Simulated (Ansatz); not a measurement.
This cell of KCl (rock salt) is off equilibrium:

```
CELL_PARAMETERS angstrom
      0.00000     3.19058     3.19058
      3.19058     0.00000     3.19058
      3.19058     3.19058     0.00000
ATOMIC_POSITIONS crystal
  Cl 0.00000 0.00000 0.15044
  K  0.50000 0.50000 0.50000
```

The numbers are results of PBE (plane waves to 420 eV, PAW, scalar-relativistic; Ansatz, a first-principles code), not measurements. k mesh 7×7×7 (Γ-centred), Fermi-Dirac smearing 0.05 eV. E stands for the smeared free energy. Compression counts positive. KCl was relaxed with its symmetry unable to fall.

Problem. What forces act on the atoms (eV/Å, Cartesian)?

Solution. 
| atom | Fx | Fy | Fz |
|---|---|---|---|
| Cl1 | -0.701 | -0.701 | 0.000 |
| K2 | 0.701 | 0.701 | 0.000 |

Problem. What is the stress tensor (GPa)?

Solution. 
```
   4.51    -1.76     0.00
  -1.76     4.51     0.00
   0.00     0.00    -0.47
```
The pressure, a third of the trace, is 2.85 GPa.

Problem. In it atom 1 sits (0.480, 0.480, 0.000) Å away from its relaxed site. What is its energy relative to the relaxed cell?

Solution. 295.2 meV/cell.

(A displaced cell: forces are minus the slopes of the energy, force constants its curvatures, and phonons follow from these.)
